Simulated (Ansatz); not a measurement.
SiC (wurtzite, P6_3mc), the program Ansatz at the LDA level (PAW). The conduction-band minimum lies at K, with 2 equivalent valleys. Second derivatives d²E/dk² of the lowest band at one valley (eV·Å²), along Cartesian directions:

| direction | d²E/dk² |
|---|---|
| [100] | 17.82 |
| [010] | 17.82 |
| [001] | 29.34 |
| [110] | 17.82 |
| [101] | 23.58 |
| [011] | 23.58 |

### Question
Find the principal effective masses, the density-of-states mass and the conductivity mass.

### Answer
Off-diagonal terms follow from H_xy = H[110] − (H_xx + H_yy)/2, and m*/mₑ = 7.620 eV·Å² over each eigenvalue: 0.26, 0.43, 0.43. One valley's DOS mass (m₁m₂m₃)^(1/3) = 0.36, conductivity mass 3/(Σ 1/mᵢ) = 0.35 mₑ.

### Question
What effective density of states Nc follows at 300 K for parabolic valleys?

### Answer
Nc = 2.509e19 × 2 × (0.36)^(3/2) ≈ 1.1e19 cm⁻³.

### Question
With the computed static dielectric constant 10.5 (mean of the diagonal), estimate a hydrogenic donor's binding energy and radius.

### Answer
E = 13.606 eV × 0.35/10.5² ≈ 43 meV; a = 0.529 Å × ε/m* ≈ 16 Å. Semilocal masses tend to be too small when the gap is underestimated.

Symmetry was held in the LDA relaxation.

Potentials: the earlier of the program's two PAW sets. The files were generated under PBE; for other functionals the program regenerates the frozen cores, and for LDA and PBEsol the local potential too.
